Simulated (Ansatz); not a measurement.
BP:
```
CELL_PARAMETERS angstrom
      0.00000     2.27428     2.27428
      2.27428     0.00000     2.27428
      2.27428     2.27428     0.00000
ATOMIC_POSITIONS crystal
  P  0.75000 0.75000 0.75000
  B  0.00000 0.00000 0.00000
```

Relaxed with PBE. The program Ansatz at the PBE level (PAW) gives a gap of 1.25 eV.

Problem. What gap does HSE06 give on the same cell (Ansatz, PAW)?

Solution. 1.97 eV, 0.72 eV more. The hybrid was solved on a coarser mesh and at special points; its gap is the smallest among all of these.

```json
[
 {"k": "Γ", "v1 PBE": "0.00", "c1 PBE": "3.39", "v1 HSE06": "…", "c1 HSE06": "…"},
 {"k": "X", "v1 PBE": "-4.09", "c1 PBE": "1.35", "v1 HSE06": "…", "c1 HSE06": "…"},
 {"k": "L", "v1 PBE": "-1.75", "c1 PBE": "3.74", "v1 HSE06": "…", "c1 HSE06": "…"},
 {"k": "W", "v1 PBE": "-5.43", "c1 PBE": "5.33", "v1 HSE06": "…", "c1 HSE06": "…"},
 {"k": "K", "v1 PBE": "-3.48", "c1 PBE": "2.16", "v1 HSE06": "-3.83", "c1 HSE06": "2.94"}
]
```

Problem. Top valence (v1) and lowest conduction level (c1) in eV from each method's valence maximum (which need not be a listed point): supply the withheld HSE06 values.

Solution. 
- Γ, v1 HSE06: 0.00
- Γ, c1 HSE06: 4.33
- L, v1 HSE06: -1.92
- L, c1 HSE06: 4.69
- X, v1 HSE06: -4.50
- X, c1 HSE06: 2.07
- W, v1 HSE06: -5.93
- W, c1 HSE06: 6.32

Cost on shared cores: the PBE run (SCF on a 10×10×10 mesh, then bands and DOS) roughly 9 core-seconds, the HSE06 run (SCF on 8×8×8, then a few points) roughly 60 core-seconds; the tasks are unlike.

Space group F-43m (zinc blende). The cell was relaxed with PBE under the symmetry of its start; phonons on a q-mesh show no instability.

Potentials: the later of the program's two PAW sets.
